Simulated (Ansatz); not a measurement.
Input and output for CsCl AlNi (110), 3 layers: DFT, PBE, all-electron LAPW, scalar-relativistic (Ansatz 0.2.0).

The slab is cut from a bulk crystal relaxed on PAW files (its atoms may have been relaxed since), whose type needn't be the stable one.

Command: `ansatz run input.yaml --threads 3 --pin off --max-ram 9216MiB --backend cpu --events-out ev --progress --plain --runs-dir out` It took 65 s on 3 threads of Intel(R) Xeon(R) Platinum 8488C (Sapphire Rapids), on a shared host, peak memory 0.98 GiB.

```yaml
crystal:
  lattice:
    - [2.8935740684, 0.0, 0.0]
    - [0.0, 4.0921316912, 0.0]
    - [0.0, 0.0, 20.0921]
  atoms:
    - { symbol: Ni, position: [0.75, 0.25, 0.3981656549] }
    - { symbol: Al, position: [0.25, 0.75, 0.3981656549] }
    - { symbol: Ni, position: [0.75, 0.75, 0.5] }
    - { symbol: Al, position: [0.25, 0.25, 0.5] }
    - { symbol: Ni, position: [0.75, 0.25, 0.6018343451] }
    - { symbol: Al, position: [0.25, 0.75, 0.6018343451] }
kpoints:
  mp_grid: { grid: [13, 9, 1] }
scf:
  occupations: { method: fermi_dirac, width: 0.1 }
hamiltonian:
  xc: pbe
  pseudopotentials: { kind: all_electron, lapw: { basis_error: 0.001 } }
output:
  forces: true
  stress: true
  eigenvalues: true
  populations: true
  dos: { projected: true, de: 0.2, e_range: [-14, 8] }
efield:
  axis: 3
  amplitude: 0
  dipole_correction: true
```

Output:

```
Ni: projections on atomic orbitals take those of the free atom 1s2 2s2 2p6 3s2 3p6 3d8 4s2, of charge +0.00 (hamiltonian.pseudopotentials.projection_atoms)
Al: projections on atomic orbitals take those of the free atom 1s2 2s2 2p6 3s2 3p1, of charge +0.00 (hamiltonian.pseudopotentials.projection_atoms)
LAPW: plane waves up to 8.138 Å⁻¹, error target 1.0e-3 eV per atom; small_component_spin mean_spin; Al in spheres of 1.148 Å, 11 of its electrons in bands, Dirac shells []; Ni in spheres of 1.358 Å, 18 of its electrons in bands, Dirac shells [] (how accurate: hamiltonian.pseudopotentials.lapw.basis_error, Limitations)
Engine: ansatz 0.2.0
Pseudopotentials: kind: all_electron
Pseudopotential: Ni, LAPW, valence charge 18, lapw/all_electron/scalar/gaussian/Ni, Koelling and Harmon's equation, gaussian nucleus
Pseudopotential: Al, LAPW, valence charge 11, lapw/all_electron/scalar/gaussian/Al, Koelling and Harmon's equation, gaussian nucleus
Functional definition: PBE
  parameter kappa = 0.804
  parameter beta = 0.06672455060314922
  exchange = pbe_x(kappa = kappa, mu = beta*pi^2/3)
  correlation = pbe_c(beta = beta)
Crystal: 6 atoms, lattice volume = 237.908 Å³
Basis set: ecut = 252.35150200823023 eV, 2209 PW (Γ), exchange–correlation at level 2
Bands: 53, of which v1, the nominal top of the filled ones, is band 44 counted from 1 (43 counted from 0)
Symmetry: 4 space group operations
k-points: 35 of 117
Non-local potential: Ni, projectors of the file, none
Non-local potential: Al, projectors of the file, none
Initial density: superposition of atomic densities (neutral atoms: chi_scale 0, normalization atom)
Initial wavefunctions: plane waves of lowest kinetic energy (no species holds an atomic orbital)
Functional: x = pbe(κ = 0.804, μ = 0.2195149727645171), c = pbe(β = 0.06672455060314922)
iter 1 solved again at ethr=1.47e-2 eV; its pass at ethr=1.00e-1 eV (dr2=1.28e1 eV) is discarded
SCF iter   1: F=—  HF=-143976.913049 eV  |F-HF|=—  |Δ(HF+E_count)|=         —  Δρ=3.46e-2  dr2=1.28e1  ethr=1.47e-2  p=0.000 e·Å  D=1.95e-14 V/Å  ΔV_dip=-0.00 eV  dr2_dipole=1.10e-13  V_vac-E_F(+/−)=8.71/8.71 eV  ⟨swp⟩=2.6  Hψ=12412  notcnv=0
efield: sawtooth ramp at fractional position 0.9500 (placed from the atoms, in the widest stretch of the axis that holds none; the zero of the levels goes with the place), width 0.1000; the density the first Hamiltonian is built on has a dipole p = 0.000 e·Å; the dipole correction subtracts the counter field D = 6.07e-14 V/Å, which shifts the + side's vacuum level by -0.00 eV against the − side's; the planar-averaged density in the ramp window peaks in size at 4.0e-6 e/Å³
preconditioner: auto → LDOS  [metal: Δε(μ)=0.065 eV  Ē_g=7.830 eV  σ=0.100 eV  W_gap=0.16  n_scr=46 (ndim 8)  ℏωp=15.0 eV  f_vac=0.602  D(μ)=1.98/eV (n_scr^D=6)  β→1.0]
SCF iter   2: F=—  HF=-143987.661138 eV  |F-HF|=—  |Δ(HF+E_count)|=    1.07e1  Δρ=5.59e-2  dr2=1.71e1  ethr=1.47e-2  p=-0.000 e·Å  D=-6.36e-7 V/Å  ΔV_dip=0.00 eV  dr2_dipole=1.05e-9  V_vac-E_F(+/−)=1.68/1.68 eV  ⟨swp⟩=3.3  Hψ=6482  notcnv=0  recentre
SCF iter   3: F=—  HF=-143974.249238 eV  |F-HF|=—  |Δ(HF+E_count)|=    1.34e1  Δρ=2.12e-2  dr2=4.04e0  ethr=1.47e-2  p=-0.000 e·Å  D=-3.58e-8 V/Å  ΔV_dip=0.00 eV  dr2_dipole=2.10e-11  V_vac-E_F(+/−)=7.37/7.37 eV  ⟨swp⟩=3.0  Hψ=6134  notcnv=0
iter 4 solved again at ethr=2.15e-4 eV; its pass at ethr=4.64e-3 eV (dr2=1.87e-1 eV) is discarded
SCF iter   4: F=—  HF=-143972.760121 eV  |F-HF|=—  |Δ(HF+E_count)|=    1.49e0  Δρ=5.20e-3  dr2=1.87e-1  ethr=2.15e-4  p=0.000 e·Å  D=3.20e-7 V/Å  ΔV_dip=-0.00 eV  dr2_dipole=2.35e-11  V_vac-E_F(+/−)=5.43/5.43 eV  ⟨swp⟩=2.0  Hψ=9475  notcnv=0
SCF iter   5: F=—  HF=-143972.692087 eV  |F-HF|=—  |Δ(HF+E_count)|=         —  Δρ=2.28e-3  dr2=2.93e-2  ethr=2.15e-4  p=0.000 e·Å  D=2.54e-7 V/Å  ΔV_dip=-0.00 eV  dr2_dipole=7.30e-14  V_vac-E_F(+/−)=5.30/5.30 eV  ⟨swp⟩=2.0  Hψ=5186  notcnv=0
the basis was enlarged: its passes take 764.3 KiB over the memory plan, 3 of 3 planned eigensolver slots
SCF iter   6: F=—  HF=-143972.690962 eV  |F-HF|=—  |Δ(HF+E_count)|=   1.13e-3  Δρ=7.19e-4  dr2=3.66e-3  ethr=3.37e-5  p=0.000 e·Å  D=3.06e-8 V/Å  ΔV_dip=-0.00 eV  dr2_dipole=2.68e-14  V_vac-E_F(+/−)=4.93/4.93 eV  ⟨swp⟩=3.0  Hψ=6031  notcnv=0
SCF iter   7: F=—  HF=-143972.689864 eV  |F-HF|=—  |Δ(HF+E_count)|=   1.10e-3  Δρ=2.24e-4  dr2=4.64e-4  ethr=4.20e-6  p=0.000 e·Å  D=3.07e-8 V/Å  ΔV_dip=-0.00 eV  dr2_dipole=8.63e-15  V_vac-E_F(+/−)=4.93/4.93 eV  ⟨swp⟩=2.0  Hψ=5171  notcnv=0
SCF iter   8: F=—  HF=-143972.689860 eV  |F-HF|=—  |Δ(HF+E_count)|=   4.28e-6  Δρ=7.57e-5  dr2=2.36e-5  ethr=5.34e-7  p=0.000 e·Å  D=5.47e-8 V/Å  ΔV_dip=-0.00 eV  dr2_dipole=3.93e-15  V_vac-E_F(+/−)=4.88/4.88 eV  ⟨swp⟩=3.0  Hψ=5838  notcnv=0
SCF iter   9: F=—  HF=-143972.689865 eV  |F-HF|=—  |Δ(HF+E_count)|=   5.03e-6  Δρ=1.32e-5  dr2=1.49e-6  ethr=2.72e-8  p=-0.000 e·Å  D=-8.52e-8 V/Å  ΔV_dip=0.00 eV  dr2_dipole=2.42e-15  V_vac-E_F(+/−)=4.88/4.88 eV  ⟨swp⟩=2.9  Hψ=5225  notcnv=0
SCF iter  10: F=—  HF=-143972.689865 eV  |F-HF|=—  |Δ(HF+E_count)|=   5.19e-7  Δρ=3.41e-6  dr2=1.42e-7  ethr=1.71e-9  p=0.000 e·Å  D=9.88e-8 V/Å  ΔV_dip=-0.00 eV  dr2_dipole=1.20e-14  V_vac-E_F(+/−)=4.88/4.88 eV  ⟨swp⟩=3.0  Hψ=5421  notcnv=0
SCF iter  11: F=-143972.689865 eV  HF=-143972.689865 eV  |F-HF|=4.80e-9  |Δ(HF+E_count)|=   2.24e-8  Δρ=9.45e-7  dr2=2.16e-9  ethr=1.63e-10  p=-0.000 e·Å  D=-1.19e-7 V/Å  ΔV_dip=0.00 eV  dr2_dipole=1.86e-14  V_vac-E_F(+/−)=4.88/4.88 eV  ⟨swp⟩=3.0  Hψ=5540  notcnv=0
SCF 1 converged in 11 iterations: F = -143972.689865 eV  dr2 = 2.16e-9
SCF converged after 11 iterations
Free energy (F): -143972.689865 eV
Harris-Foulkes:  -143972.689865 eV  (|F-HF|=4.80e-9)
Internal energy: -143972.571621 eV  (E = F + TS)
E sigma→0 (E₀):  -143972.630743 eV
Entropy (-TS):   -0.118245 eV (-19.707 meV/atom)
Fermi energy:    1.258066 eV
Dipole field:    D = -0.000000 V/Å  (p = -0.000000 e·Å, saw-weighted, corrected)
Work function:   Φ+ = 4.8810 eV   Φ− = 4.8810 eV
Levels:          The Fermi level and band energies are counted from a zero that moves with the ramp; work functions are not
--- Per-component energies (eV) ---
  E_band       = -3529.355436
  E_kinetic    = 145991.929947
  E_xc         = -6714.395348
  E_efield     = 0.000000  (sawtooth field / dipole correction)
  E_electrostatic = -283250.106220  (all electrons and nuclei)
  E_smearing   = -0.118245  (= −TS)
  E_closure    = 0.000000  (closes the sum)
  E_atoms      = -143938.616481  (free atoms, spherical and without spin; not in F)
  Σ components = -143972.689865   (vs F -143972.689865, Δ=0.00e0)
  Basis errors (estimates in eV, not in F): energy 3.7e-4 per atom: plane waves 3.3e-4 (1.9e-4 summed), levels above the bands 1.1e-28, relativity 6.8e-9, radial functions 3.6e-5, core shells 2.2e-10; eigenvalues (radial functions only) 1.7e-6; not estimated: angular momenta, meshes, grids; target (lapw.basis_error) 1.0e-3; muffin-tin radii Al 1.148 Å, Ni 1.358 Å
--- Forces (eV/Å), atoms counted from 1 ---
  atom   1  Ni     0.00000000     0.00000000     0.64089945
  atom   2  Al     0.00000000     0.00000000    -0.46159025
  atom   3  Ni     0.00000000     0.00000000    -0.00000277
  atom   4  Al     0.00000000     0.00000000    -0.00000204
  atom   5  Ni     0.00000000     0.00000000    -0.64089548
  atom   6  Al     0.00000000     0.00000000     0.46159147
  max |Σ_I F_I| component: 3.82e-7 eV/Å
--- Stress (GPa, compression-positive) ---
       -3.363899       0.000000       0.000000
        0.000000      -2.411538       0.000000
        0.000000       0.000000      -0.492386
  P = ⅓ Tr σ = -2.0893 GPa (-20.893 kbar)
--- Band table (eV; the first three rows and the last of 35) ---
  k-point 0: bands = ["-101.9924", "-101.6482", "-101.6481", "-101.6295", "-101.6287", "-101.5993", "-63.1470", "-63.1453", "-63.0957", "-63.0953", "-63.0805", "-63.0793", "-63.0657", "-63.0619", "-63.0603", "-62.4125", "-62.4042", "-62.3766", "-62.1395", "-62.1393", "-62.0354", "-62.0352", "-61.9370", "-61.9358", "-8.9059", "-6.7491", "-4.2666", "-2.1693", "-1.7277", "-1.5264", "-1.4570", "-1.4308", "-0.5973", "-0.5800", "-0.5528", "-0.5328", "-0.1424", "-0.0585", "0.0710", "0.0716", "0.0891", "0.1006", "0.1819", "0.4622", "2.3228", "3.5014", "4.5345", "4.8790", "4.8885", "5.7543", "6.2007", "7.0419", "7.7204"]
  k-point 1: bands = ["-101.9924", "-101.6478", "-101.6477", "-101.6299", "-101.6291", "-101.5993", "-63.1470", "-63.1453", "-63.0956", "-63.0953", "-63.0801", "-63.0791", "-63.0654", "-63.0619", "-63.0602", "-62.4126", "-62.4042", "-62.3770", "-62.1398", "-62.1397", "-62.0355", "-62.0353", "-61.9370", "-61.9358", "-8.7944", "-6.6419", "-4.2205", "-2.6751", "-1.9656", "-1.5451", "-1.3527", "-1.1989", "-0.6559", "-0.5910", "-0.5647", "-0.5586", "-0.1309", "-0.1296", "-0.0891", "0.0249", "0.1008", "0.1785", "0.3445", "0.4494", "1.7024", "3.9766", "4.3261", "4.9720", "5.4086", "5.8602", "6.3280", "7.5435", "7.5637"]
  k-point 2: bands = ["-101.9924", "-101.6467", "-101.6467", "-101.6310", "-101.6302", "-101.5993", "-63.1469", "-63.1454", "-63.0955", "-63.0952", "-63.0790", "-63.0787", "-63.0647", "-63.0617", "-63.0600", "-62.4128", "-62.4043", "-62.3781", "-62.1406", "-62.1405", "-62.0356", "-62.0354", "-61.9370", "-61.9358", "-8.4623", "-6.3240", "-4.3581", "-3.3050", "-2.5141", "-1.5280", "-1.2380", "-1.0516", "-0.7896", "-0.6326", "-0.6175", "-0.5936", "-0.2736", "-0.1898", "-0.1422", "-0.1009", "0.1514", "0.1677", "0.3824", "0.7119", "1.1939", "2.9323", "5.1478", "5.7305", "5.8598", "6.1713", "6.6455", "7.5446", "8.0331"]
  k-point 34: bands = ["-101.9909", "-101.6432", "-101.6432", "-101.6316", "-101.6316", "-101.5996", "-63.1459", "-63.1445", "-63.1075", "-63.1064", "-63.0787", "-63.0775", "-63.0741", "-63.0646", "-63.0580", "-62.4309", "-62.4030", "-62.3762", "-62.1389", "-62.1387", "-62.0548", "-62.0540", "-61.9353", "-61.9345", "-4.2266", "-3.6105", "-3.3512", "-2.8248", "-2.2665", "-1.7070", "-1.3414", "-1.0358", "-0.9554", "-0.8911", "-0.5286", "-0.4040", "-0.3219", "-0.2629", "-0.1428", "0.0169", "0.1559", "0.4193", "0.5318", "0.7809", "1.1389", "3.2011", "3.5385", "3.5642", "4.4611", "4.8763", "5.8779", "5.9008", "7.0306"]
--- Löwdin populations: 6 sites ---
  site symbol       q [e]
     0     Ni     27.4629
     1     Al     13.3359
     2     Ni     27.4613
     3     Al     13.3837
     4     Ni     27.4629
     5     Al     13.3359
  spilling = 0.004532 (of n_electrons = 123.000000)
```

populations.tsv:

```
# site	symbol	l	j	q
# orbitals = lowdin
# n_electrons = 123.000000
# spilling = 0.004532
# projection_atom_Ni: 1s2 2s2 2p6 3s2 3p6 3d8 4s2
# projection_atom_Al: 1s2 2s2 2p6 3s2 3p1
0	Ni	0_1S	-	1.999973
0	Ni	0_2S	-	1.998612
0	Ni	0_3S	-	1.968843
0	Ni	0_4S	-	0.560934
0	Ni	1_2P	-	5.999988
0	Ni	1_3P	-	5.995017
0	Ni	2_3D	-	8.939505
1	Al	0_1S	-	1.999871
1	Al	0_2S	-	1.988522
1	Al	0_3S	-	1.095598
1	Al	1_2P	-	5.996554
1	Al	1_3P	-	2.255360
2	Ni	0_1S	-	1.999967
2	Ni	0_2S	-	1.998305
2	Ni	0_3S	-	1.962004
2	Ni	0_4S	-	0.543263
2	Ni	1_2P	-	5.999987
2	Ni	1_3P	-	5.994955
2	Ni	2_3D	-	8.962791
3	Al	0_1S	-	1.999849
3	Al	0_2S	-	1.986540
3	Al	0_3S	-	0.978942
3	Al	1_2P	-	5.995307
3	Al	1_3P	-	2.423067
4	Ni	0_1S	-	1.999973
4	Ni	0_2S	-	1.998612
4	Ni	0_3S	-	1.968843
4	Ni	0_4S	-	0.560934
4	Ni	1_2P	-	5.999988
4	Ni	1_3P	-	5.995017
4	Ni	2_3D	-	8.939509
5	Al	0_1S	-	1.999871
5	Al	0_2S	-	1.988522
5	Al	0_3S	-	1.095598
5	Al	1_2P	-	5.996554
5	Al	1_3P	-	2.255358
```

Next run (atoms relaxed), as changes to the input before:

```diff
   atoms:
-    - { symbol: Ni, position: [0.75, 0.25, 0.3981656549] }
-    - { symbol: Al, position: [0.25, 0.75, 0.3981656549] }
-    - { symbol: Ni, position: [0.75, 0.75, 0.5] }
-    - { symbol: Al, position: [0.25, 0.25, 0.5] }
-    - { symbol: Ni, position: [0.75, 0.25, 0.6018343451] }
-    - { symbol: Al, position: [0.25, 0.75, 0.6018343451] }
+    - { symbol: Ni, position: [0.75, 0.25, 0.4036566678] }
+    - { symbol: Al, position: [0.25, 0.75, 0.3942061344] }
+    - { symbol: Ni, position: [0.75, 0.75, 0.5000000019] }
+    - { symbol: Al, position: [0.25, 0.25, 0.4999999987] }
+    - { symbol: Ni, position: [0.75, 0.25, 0.5963433315] }
+    - { symbol: Al, position: [0.25, 0.75, 0.6057938657] }
 kpoints:
   eigenvalues: true
-  populations: true
-  dos: { projected: true, de: 0.2, e_range: [-14, 8] }
+relax:
+  f_tol: 0.01
+  max_steps: 12
 efield:
```

Results part of the output:

```
SCF converged after 2 iterations
Free energy (F): -143972.803099 eV
Harris-Foulkes:  -143972.803099 eV  (|F-HF|=2.28e-8)
Internal energy: -143972.699693 eV  (E = F + TS)
E sigma→0 (E₀):  -143972.751396 eV
Entropy (-TS):   -0.103407 eV (-17.234 meV/atom)
Fermi energy:    1.367132 eV
Dipole field:    D = 0.000000 V/Å  (p = 0.000000 e·Å, saw-weighted, corrected)
Work function:   Φ+ = 4.7259 eV   Φ− = 4.7259 eV
Levels:          The Fermi level and band energies are counted from a zero that moves with the ramp; work functions are not
--- Per-component energies (eV) ---
  E_band       = -3523.829447
  E_kinetic    = 145992.174131
  E_xc         = -6714.370258
  E_efield     = 0.000000  (sawtooth field / dipole correction)
  E_electrostatic = -283250.503566  (all electrons and nuclei)
  E_smearing   = -0.103407  (= −TS)
[... lines left out ...]
        0.000000      -2.897216       0.000000
        0.000000       0.000000       0.003558
  P = ⅓ Tr σ = -2.0476 GPa (-20.476 kbar)
--- Band table (eV; the first three rows and the last of 35) ---
  k-point 0: bands = ["-101.8387", "-101.6656", "-101.6655", "-101.6268", "-101.6265", "-101.3379", "-63.1733", "-63.1726", "-63.1136", "-63.1135", "-63.0957", "-63.0957", "-62.8094", "-62.7980", "-62.7965", "-62.2440", "-62.2424", "-62.2416", "-62.1270", "-62.1261", "-62.0147", "-62.0140", "-61.9550", "-61.9516", "-8.7630", "-6.6521", "-4.2524", "-1.9823", "-1.6013", "-1.4775", "-1.4376", "-1.4091", "-0.4625", "-0.4559", "-0.3799", "-0.3534", "-0.1162", "-0.0977", "0.0038", "0.0315", "0.0545", "0.0719", "0.1685", "0.4064", "2.4709", "3.7516", "4.7501", "4.8450", "5.2115", "5.6765", "6.1568", "7.0057", "7.7104"]
  k-point 1: bands = ["-101.8387", "-101.6654", "-101.6653", "-101.6269", "-101.6267", "-101.3379", "-63.1733", "-63.1726", "-63.1136", "-63.1135", "-63.0955", "-63.0954", "-62.8089", "-62.7980", "-62.7964", "-62.2441", "-62.2425", "-62.2421", "-62.1271", "-62.1265", "-62.0148", "-62.0140", "-61.9549", "-61.9516", "-8.6512", "-6.5447", "-4.2117", "-2.4915", "-1.8519", "-1.4630", "-1.3628", "-1.1580", "-0.4918", "-0.4699", "-0.4616", "-0.4033", "-0.2479", "-0.0940", "-0.0539", "0.0162", "0.0903", "0.1671", "0.2974", "0.3681", "1.8797", "4.2413", "4.5257", "4.9806", "5.5839", "5.8314", "6.2988", "7.4134", "7.5435"]
  k-point 2: bands = ["-101.8386", "-101.6650", "-101.6649", "-101.6274", "-101.6271", "-101.3379", "-63.1733", "-63.1726", "-63.1135", "-63.1134", "-63.0948", "-63.0948", "-62.8077", "-62.7979", "-62.7962", "-62.2443", "-62.2433", "-62.2428", "-62.1275", "-62.1274", "-62.0149", "-62.0141", "-61.9548", "-61.9517", "-8.3183", "-6.2262", "-4.3166", "-3.1569", "-2.3969", "-1.4420", "-1.2639", "-1.0394", "-0.6872", "-0.5603", "-0.5035", "-0.4526", "-0.3022", "-0.1736", "-0.1168", "-0.0445", "0.1547", "0.1601", "0.3221", "0.6426", "1.3714", "3.1670", "5.1289", "5.7753", "6.0957", "6.1209", "6.6091", "7.6346", "7.9866"]
  k-point 34: bands = ["-101.8372", "-101.6633", "-101.6633", "-101.6268", "-101.6267", "-101.3375", "-63.1722", "-63.1717", "-63.1249", "-63.1244", "-63.0940", "-63.0940", "-62.8102", "-62.8070", "-62.7965", "-62.2624", "-62.2417", "-62.2411", "-62.1262", "-62.1253", "-62.0343", "-62.0319", "-61.9530", "-61.9508", "-4.1273", "-3.4954", "-3.2418", "-2.7711", "-2.1721", "-1.5912", "-1.2622", "-0.9988", "-0.8411", "-0.6636", "-0.4796", "-0.3588", "-0.3558", "-0.1846", "-0.0224", "0.0550", "0.0678", "0.4854", "0.6017", "0.9662", "1.2187", "3.2155", "3.4353", "3.4982", "4.4590", "5.0879", "5.9165", "6.1380", "7.0871"]
--- Relaxed structure (2 steps of the walk, 2 accepted, 0 SCFs on fresh bases) ---
  F+E_penalty+E_count = -143972.80309938 eV   max|allowed force component| = 3.022e-3 eV/Å
  atoms:
    - { symbol: Ni, position: [0.75, 0.25, 0.40365666780000004] }
    - { symbol: Al, position: [0.25, 0.7500000000000001, 0.3942061344] }
    - { symbol: Ni, position: [0.75, 0.7500000000000001, 0.5000000019] }
    - { symbol: Al, position: [0.25, 0.25, 0.4999999987] }
    - { symbol: Ni, position: [0.75, 0.25, 0.5963433315] }
    - { symbol: Al, position: [0.25, 0.7500000000000001, 0.6057938657] }
```

Next run (no images along the normal), as changes to the input before:

```diff
+  periodic: [true, true, false]
 kpoints:
   eigenvalues: true
-relax:
-  f_tol: 0.01
-  max_steps: 12
-efield:
-  axis: 3
-  amplitude: 0
-  dipole_correction: true
```

Results part of the output:

```
Warning: crystal.periodic: the lattice vector that does not repeat stood 0.000° off the slab's normal, 20.092 Å along it as the deck builds it. The run solves the slab on a vector along the normal, 32.302 Å long, with every atom where it was (on the deck's vector they left 15.84 Å outside them, and the widest stretch free of ions among them is 1.94 Å). A fractional position that the run reports is
SCF 1 converged in 10 iterations: F = -143972.803243 eV  dr2 = 4.63e-8
SCF converged after 10 iterations
Free energy (F): -143972.803243 eV
Harris-Foulkes:  -143972.803243 eV  (|F-HF|=5.82e-9)
Internal energy: -143972.699839 eV  (E = F + TS)
E sigma→0 (E₀):  -143972.751541 eV
Entropy (-TS):   -0.103403 eV (-17.234 meV/atom)
Fermi energy:    -4.726255 eV
--- Per-component energies (eV) ---
  E_band       = -4053.951858
  E_kinetic    = 145992.271564
  E_xc         = -6714.377211
  E_electrostatic = -283250.594193  (all electrons and nuclei)
  E_smearing   = -0.103403  (= −TS)
[... lines left out ...]
  atom   4  Al     0.00000000     0.00000000     0.00000000
  atom   5  Ni     0.00000000     0.00000000    -0.00279701
  atom   6  Al     0.00000000     0.00000000     0.00292734
  max |Σ_I F_I| component: 7.89e-31 eV/Å
--- 2D stress c σ (N/m, compression-positive) ---
       -6.527812       0.000000       0.000000
        0.000000      -5.821342       0.000000
        0.000000       0.000000       0.000000
  P = ½ c Tr σ = -6.1746 N/m
--- Band table (eV; the first three rows and the last of 35) ---
  k-point 0: bands = ["-107.9321", "-107.7589", "-107.7588", "-107.7202", "-107.7199", "-107.4311", "-69.2666", "-69.2659", "-69.2068", "-69.2067", "-69.1888", "-69.1888", "-68.9026", "-68.8911", "-68.8897", "-68.3375", "-68.3358", "-68.3350", "-68.2204", "-68.2196", "-68.1081", "-68.1074", "-68.0485", "-68.0451", "-14.8564", "-12.7454", "-10.3458", "-8.0757", "-7.6947", "-7.5709", "-7.5310", "-7.5025", "-6.5559", "-6.5494", "-6.4733", "-6.4468", "-6.2097", "-6.1910", "-6.0897", "-6.0620", "-6.0389", "-6.0216", "-5.9249", "-5.6870", "-3.6225", "-2.3418", "-1.3434", "-1.2421", "-0.8819", "-0.4725", "0.2016", "0.6856", "0.8905"]
  k-point 1: bands = ["-107.9321", "-107.7587", "-107.7586", "-107.7204", "-107.7201", "-107.4311", "-69.2666", "-69.2659", "-69.2068", "-69.2066", "-69.1886", "-69.1885", "-68.9021", "-68.8911", "-68.8896", "-68.3376", "-68.3360", "-68.3355", "-68.2206", "-68.2200", "-68.1082", "-68.1074", "-68.0484", "-68.0451", "-14.7446", "-12.6380", "-10.3051", "-8.5848", "-7.9453", "-7.5565", "-7.4562", "-7.2514", "-6.5851", "-6.5633", "-6.5550", "-6.4967", "-6.3414", "-6.1875", "-6.1474", "-6.0772", "-6.0031", "-5.9264", "-5.7960", "-5.7252", "-4.2136", "-1.8521", "-1.5673", "-1.1068", "-0.5191", "-0.3088", "0.3575", "0.7935", "1.2867"]
  k-point 2: bands = ["-107.9321", "-107.7582", "-107.7581", "-107.7208", "-107.7206", "-107.4312", "-69.2666", "-69.2659", "-69.2067", "-69.2065", "-69.1880", "-69.1879", "-68.9009", "-68.8911", "-68.8894", "-68.3378", "-68.3367", "-68.3362", "-68.2210", "-68.2209", "-68.1083", "-68.1076", "-68.0483", "-68.0452", "-14.4116", "-12.3195", "-10.4099", "-9.2502", "-8.4903", "-7.5354", "-7.3573", "-7.1329", "-6.7806", "-6.6537", "-6.5969", "-6.5461", "-6.3957", "-6.2670", "-6.2102", "-6.1380", "-5.9387", "-5.9334", "-5.7713", "-5.4507", "-4.7220", "-2.9263", "-0.9601", "-0.3196", "-0.0254", "0.0029", "0.6703", "1.1223", "1.5464"]
  k-point 34: bands = ["-107.9306", "-107.7566", "-107.7566", "-107.7202", "-107.7202", "-107.4308", "-69.2655", "-69.2650", "-69.2180", "-69.2176", "-69.1872", "-69.1871", "-68.9033", "-68.9002", "-68.8897", "-68.3559", "-68.3351", "-68.3345", "-68.2197", "-68.2188", "-68.1277", "-68.1254", "-68.0465", "-68.0443", "-10.2207", "-9.5888", "-9.3352", "-8.8645", "-8.2654", "-7.6846", "-7.3556", "-7.0922", "-6.9345", "-6.7570", "-6.5731", "-6.4522", "-6.4493", "-6.2780", "-6.1158", "-6.0384", "-6.0256", "-5.6080", "-5.4917", "-5.1272", "-4.8747", "-2.8778", "-2.6581", "-2.5952", "-1.6344", "-1.0054", "-0.1768", "0.0447", "0.9938"]
  the weakly bound empty levels are not read free of the cell's end (augmented_plane_waves)
```

Spin polarisation is left out, though a magnetic state may lie lower.
